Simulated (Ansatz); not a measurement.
Consider the following.

Rh:
```cif
data_Rh8
_chemical_formula_sum 'Rh8'
_space_group_name_H-M_alt 'Fd-3m :1'
_space_group_IT_number 227
_space_group_name_Hall 'F 4d 2 3 -1d'
_cell_length_a 5.45999
_cell_length_b 5.45999
_cell_length_c 5.45999
_cell_angle_alpha 90.000
_cell_angle_beta 90.000
_cell_angle_gamma 90.000
loop_
_atom_site_label
_atom_site_type_symbol
_atom_site_symmetry_multiplicity
_atom_site_Wyckoff_symbol
_atom_site_fract_x
_atom_site_fract_y
_atom_site_fract_z
_atom_site_occupancy
Rh1 Rh 8 b 0.50000 0.50000 0.50000 1
```
(The calculation used a cell of 2 atoms; values per cell refer to that cell.)

This is the r²SCAN-relaxed structure.

Question: All from r²SCAN in the plane-wave PAW code Ansatz, unless another level is named. Give the density of states at the Fermi level.

Answer: 1.7 states/eV per atom (mean over ±0.08 eV).

Question: Next, the gap with spin–orbit coupling?

Answer: none (metallic).

The start of the workflow was typed in or built on a structure type; neither database checked (COD, Materials Project) lists it. It is not the phase usual at ambient conditions (space group No. 225). The r²SCAN relaxation kept the symmetry of its start. At this level the phase is mechanically unstable. The workflow began spin-polarised and lost its moments. Scalar-relativistic: spin–orbit coupling is off unless named, which matters more the heavier the elements.

Potentials: the later of the program's two PAW sets.
